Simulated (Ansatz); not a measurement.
Sr₂MoO₄ in space group I4/mmm (No. 139; Sr on 4e, Mo on 2a, O on 4c, O on 4e), the program Ansatz at the PBEsol level (PAW), all energies at zero smearing, with the estimated change up to a 700 eV cutoff added, with one set of potentials and settings (totals compare only within such a set). Cell of 7 atoms (2 Sr, 1 Mo, 4 O): -14133.164 eV.

```json
[
 {"element": "Sr", "reference phase": "Fm-3m, 1 atoms in the cell", "E (eV/atom)": "-3492.2134"},
 {"element": "Mo", "reference phase": "Im-3m, 1 atoms in the cell", "E (eV/atom)": "-4897.4695"},
 {"element": "O", "reference phase": "C2/m, 4 atoms in the cell, spin-polarised", "E (eV/atom)": "-558.3554"}
]
```

Formation energy per atom, worked out: (-14133.164 − 2×(-3492.2134) − 1×(-4897.4695) − 4×(-558.3554))/7 = -2.549 eV/atom (-246 kJ per mol of atoms), at 0 K, without zero-point energy or fitted corrections.

The workflow started from a Materials Project entry (that database holds measured and hypothetical structures alike); the Crystallography Open Database copy checked does not list it. Its standing as an ambient phase is unchecked. Symmetry was held in the PBEsol relaxation; its stability against distortions is not shown here. No spin polarisation was allowed. No Hubbard U is applied. The references are the lowest solids computed at this level, not always the standard phases (solids in place of the gases).

Potentials: the later of the program's two PAW sets.
